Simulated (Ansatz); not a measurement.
## Equation of state of La3Tl

```
La Tl
1.0
     5.06000    0.00000    0.00000
     0.00000    5.06000    0.00000
     0.00000    0.00000    5.06000
La Tl
3 1
Cartesian
  0.0000 2.5300 2.5300
  2.5300 0.0000 2.5300
  2.5300 2.5300 0.0000
  0.0000 0.0000 0.0000
```

The cell comes from COD entry 1522573, which wasn't checked; take it as a given geometry.

Spin–orbit coupling is left out, though it moves levels of the heavy atoms by tenths of an eV or more.

Levels of theory: DFT, LDA, all-electron LAPW, scalar-relativistic (Ansatz 0.2.0); DFT, LDA, PAW with Ansatz's default frozen-core files, scalar-relativistic (Ansatz 0.2.0).

For LAPW: a Γ-centred 8×8×8 k mesh, Fermi–Dirac smearing of 0.08 eV, basis error target 0.5 meV/atom, no spin polarisation. PAW takes a cutoff of 420 eV at this cell (files made with PBE, cores remade for this functional). The Ansatz runs share mesh, smearing and spin set-up. Plane-wave (PAW) pressures include the program's estimate of the Pulay term.

The cell above is scaled evenly, with fractional coordinates and shape held.

```tsv
V/V(cell)	V (Å³/atom)	P, LAPW (GPa)	P, PAW (GPa)
0.9400	30.445	-1.24	-1.28
0.9600	31.093	-2.12	-2.15
0.9800	31.741	?	?
0.9900	32.065	-3.25	-3.28
1.0000	32.389	-3.59	-3.62
1.0100	32.712	-3.91	-3.94
1.0200	33.036	-4.21	-4.24
1.0400	33.684	-4.77	-4.79
1.0600	34.332	-5.26	-5.29
```

Question: Fill in the row V/V(cell) = 0.9800.

Answer: P, LAPW (GPa) = -2.90, P, PAW (GPa) = -2.93.
